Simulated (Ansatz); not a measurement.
In the program Ansatz at the PBE level (PAW), Ga2W in the orthorhombic phase (Fddd; Ga on 16f, W on 8b) relaxes to a = 5.015 Å, b = 8.411 Å, c = 8.814 Å. Its formation energy from the elements is 0.079 eV/atom, with no fitted shifts.

Electronic character: metallic (no gap).

The start of the workflow was typed in or built on a structure type; neither database checked (COD, Materials Project) lists it. Its standing as an ambient phase is unchecked. Symmetry was held in the PBE relaxation; whether a distortion lowers the energy is not shown. The run is not spin-polarised. Axis ratios of metals converge slowly with the k-mesh, so a and c are less sure than the volume. The references are the lowest solids computed at this level, not always the standard phases. Spin–orbit coupling is left out wherever it is not named.

Potentials: the later of the program's two PAW sets.
